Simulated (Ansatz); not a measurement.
Molecular dynamics on a 1×1×1 supercell (3 atoms) of PbTe2 (fluorite), relaxed with r2SCAN. Forces come from r2SCAN in the PAW code Ansatz: a Nosé-Hoover thermostat at fixed volume, 1700 K, steps of 1 fs. Computed, non-magnetic; the trajectory is short and the cell small, so nothing here is a converged average. The structure comes from a prototype and may be hypothetical.

```yaml
crystal:
  lattice:
    - [0.0, 3.7966139269, 3.7966139269]
    - [3.7966139269, 0.0, 3.7966139269]
    - [3.7966139269, 3.7966139269, 0.0]
  atoms:
    - { symbol: Pb, position: [0.0, 0.0, 0.0] }
    - { symbol: Te, position: [0.25, 0.25, 0.25] }
    - { symbol: Te, position: [0.75, 0.75, 0.75] }
kpoints:
  mp_grid: { grid: [4, 4, 4] }
hamiltonian:
  xc: r2scan
scf:
  occupations: { method: fermi_dirac, width: 0.146 }
md:
  ensemble: nvt_nose_hoover
  temperature: 1700
  timestep: 1.0
  n_steps: 30
  initial_velocities: maxwell_boltzmann
  seed: 8133
```

Run as `ansatz run input.yaml --threads 4 --pin off --max-ram 3686MiB --backend cpu --events-out ev --progress --plain --runs-dir out`. It took 38 s on 4 threads of AMD EPYC 9R45 96-Core Processor (Zen 5), with other jobs on the host; peak host memory 0.81 GiB.

```csv
step,t (fs),T (K),free energy F from step 0 (meV/atom),kinetic energy (meV/atom),largest force (eV/Å)
0,0,1700,0.0,146.5,0.00
1,1,1700,0.0,146.5,0.01
2,2,1699,0.1,146.4,0.03
3,3,1697,0.2,146.3,0.04
4,4,1695,0.4,146.1,0.06
5,5,1693,0.6,145.9,0.07
6,6,1690,0.9,145.6,0.09
7,7,1686,1.2,145.3,0.10
8,8,1682,1.6,144.9,0.12
9,9,1677,2.0,144.5,0.13
10,10,1671,2.5,144.0,0.15
11,11,1665,3.0,143.5,0.16
12,12,1659,3.6,142.9,0.18
13,13,1652,4.2,142.3,0.19
14,14,1644,4.8,141.7,0.21
15,15,1636,5.5,141.0,0.22
16,16,1627,6.3,140.2,0.24
17,17,1618,7.1,139.4,0.25
18,18,1608,7.9,138.6,0.27
19,19,1598,8.8,137.7,0.28
20,20,1587,9.8,136.8,0.30
21,21,1576,10.7,135.8,0.31
22,22,1565,11.8,134.8,0.33
23,23,1553,12.8,133.8,0.34
24,24,1540,13.9,132.7,0.36
25,25,1527,15.0,131.6,0.38
26,26,1514,16.2,130.4,0.39
27,27,1500,17.4,129.3,0.41
28,28,1486,18.7,128.0,0.43
29,29,1471,20.0,126.8,0.44
30,30,1456,21.3,125.5,0.46
```

The temperature goes from 1700 K to 1456 K in 30 fs. By the last step the atoms have moved 0.13 Å in the root mean square, the drift of the whole cell taken out, 0.18 Å at most.

Positions (Å) and forces (eV/Å) at step 30:
```
Pb   0.021  -0.048  -0.028    -0.177   0.187   0.109
Te   1.896   2.001   2.059     0.156  -0.259  -0.344
Te   5.663   5.669   5.580     0.021   0.072   0.235
```

Overlapping bands make a metal at that level, for which these meshes are coarse; small forces, stresses and energy differences are uncertain. A small overlap in a semilocal functional can be an artefact that a hybrid or GW lifts.
